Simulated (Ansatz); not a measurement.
Here is the system:

GaAs:
```
GaAs
1.0
    3.37375     0.00000     0.00000
    0.00000     3.37375     0.00000
    0.00000     0.00000     3.37375
Ga As
1 1
Direct
  0.00000   0.00000   0.00000
  0.50000   0.50000   0.50000
```

This is the PBE-relaxed structure.

### Question
All from DFT-PBE in the program Ansatz with PAW potentials, unless another level is named. Predict the electronic character.

### Answer
metallic (no gap).

### Question
What about the formation energy from the elements (no fitted shifts)?

### Answer
0.19 eV/atom.

### Question
Next, the density of states at the Fermi level?

### Answer
0.52 states/eV per atom (mean over ±0.08 eV).

### Question
Give the gap with spin–orbit coupling.

### Answer
none (metallic).

Space group Pm-3m (CsCl type). A made-up cell: these elements were put on the sites of a structure type; neither database checked (COD, Materials Project) lists it. It is not the phase usual at ambient conditions (space group No. 216). Symmetry was held in the PBE relaxation; its stability against distortions is not shown here. The references are the lowest solids computed at this level, not always the standard phases. Spin–orbit coupling is left out wherever it is not named.

Potentials: the later of the program's two PAW sets.
